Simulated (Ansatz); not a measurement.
The elements of this relaxed trial crystal are hidden behind letters.

```
lattice vectors (Å)
   4.5603    0.0000    0.0000
  -2.2801    3.9493    0.0000
   0.0000    0.0000   11.1721
fractional positions
X 0.3333 0.6667 0.6734
X 0.6667 0.3333 0.3266
Z 0.6667 0.3333 0.8473
Z 0.0000 0.0000 0.5000
Z 0.3333 0.6667 0.1527
Q 0.0000 0.0000 0.0000
```

Level of theory: DFT PBE, scalar-relativistic, plane waves, PAW in Ansatz 0.2.0. Plane waves to 420 eV, a 6×6×4 mesh through Γ for the 6-atom cell and 0.02 eV Gaussian smearing; no spin polarisation.

| Property | Result |
| --- | --- |
| Space group | P-3m1 (No. 164) |
| Conventional cell | a = 4.560 Å, c = 11.172 Å |
| Volume per atom | 33.53 Å³ |
| Density | 7.89 g/cm³ |
| Energy over the elements | −0.454 eV/atom |
| Gap on the 6×6×4 mesh of the 6-atom cell | 0.69 eV |

Energies are uncorrected and count from the elements' standard states at the same level.

Q: X is a p-block element of period 5, Z is a p-block element of period 6 and Q is a p-block element of period 4. Which elements are they?

A: X = Te, Z = Pb, Q = Se, so the formula is Te2Pb3Se. Density times volume gives a mean mass of 7.89 × 33.53/1.6605 = 159.3 u per atom, and this set has 159.3 u. Te is surrounded by 6 Pb at 3.27 Å; around Pb on a site of symmetry 3m lie 3 Se at 3.14 Å and 3 Te at 3.27 Å; Se has 6 Pb at 3.14 Å; 1 more site not described. Other sets within the hints have nearly the same mass, so mass alone doesn't settle it; this one was computed.

Spin–orbit coupling, which can matter for Pb and Te, is left out. Kohn–Sham gaps at this level usually fall short of measured ones. The missing spin–orbit coupling can work the other way here. Symmetry constrained the relaxation, so the result can be a saddle point.
